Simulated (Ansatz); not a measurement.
Ti2Cd (MoSi2 or CaC2 type, I4/mmm), r²SCAN (plane waves, PAW; program Ansatz), all energies at zero smearing, with the estimated change up to a 700 eV cutoff added, with one set of potentials and settings (totals compare only within such a set). Cell of 3 atoms (2 Ti, 1 Cd): -13277.218 eV.

```csv
element,reference phase,E (eV/atom)
Ti,"P6/mmm, 3 atoms in the cell",-2504.3896
Cd,"P6_3/mmc, 2 atoms in the cell",-8268.1834
```

Formation energy per atom, worked out: (-13277.218 − 2×(-2504.3896) − 1×(-8268.1834))/3 = -0.085 eV/atom (-8 kJ per mol of atoms), at 0 K, without zero-point energy or fitted corrections.

The workflow started from a Materials Project entry (that database holds measured and hypothetical structures alike); the Crystallography Open Database files this formula in space group No. 139, but the cells were not matched. Whether it is the stable phase at ambient conditions was not checked. The r²SCAN relaxation kept the symmetry of its start; whether a distortion lowers the energy is not shown. The run is not spin-polarised. The references are the lowest solids computed at this level, not always the standard phases.

Potentials: the later of the program's two PAW sets.
